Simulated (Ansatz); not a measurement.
KMgH$_{3}$: computed property card

KMgH₃:
```yaml
crystal:
  lattice:
    - [3.99958, 0.00000, 0.00000]
    - [0.00000, 3.99958, 0.00000]
    - [0.00000, 0.00000, 3.99958]
  atoms:
    - { symbol: K, position: [0.00000, 0.00000, 0.00000] }
    - { symbol: Mg, position: [0.50000, 0.50000, 0.50000] }
    - { symbol: H, position: [0.50000, 0.00000, 0.50000] }
    - { symbol: H, position: [0.00000, 0.50000, 0.50000] }
    - { symbol: H, position: [0.50000, 0.50000, 0.00000] }
```

Space group Pm-3m (No. 221), cubic perovskite; conventional cell a = 3.9996 Å, b = 3.9996 Å, c = 3.9996 Å, α = 90.00°, β = 90.00°, γ = 90.00°.

Method: HSE06 in the plane-wave PAW code Ansatz. The cell and atoms are relaxed at this level. Other levels are named where they apply.

### Cell and energy

```yaml
volume_per_atom: 12.80 Å³
density: 1.72 g/cm³
```

### Electronic structure

```yaml
band_gap: 3.54 eV (indirect)
valence_band_maximum: at X
conduction_band_minimum: at R
smallest_direct_gap_on_the_standard_path: 5.82 eV
```

### Mechanics

```yaml
Bulk modulus (Birch–Murnaghan fit): 368 kbar
Pressure derivative B′: 3.6
```

### Charges

```yaml
bader_charges: K +0.78, Mg +1.64, H -0.81 e
```

The workflow started from a Materials Project entry (that database holds measured and hypothetical structures alike); the Crystallography Open Database files this formula in space group No. 221, but the cells were not matched. Whether it is the stable phase at ambient conditions was not checked. The cell was relaxed with HSE06 under the symmetry of its start; whether a distortion lowers the energy is not shown. The hybrid was solved on a coarse mesh, the path and, where they were found, the r²SCAN edge points; its band edges are the extreme levels among these.

Potentials: the later of the program's two PAW sets.
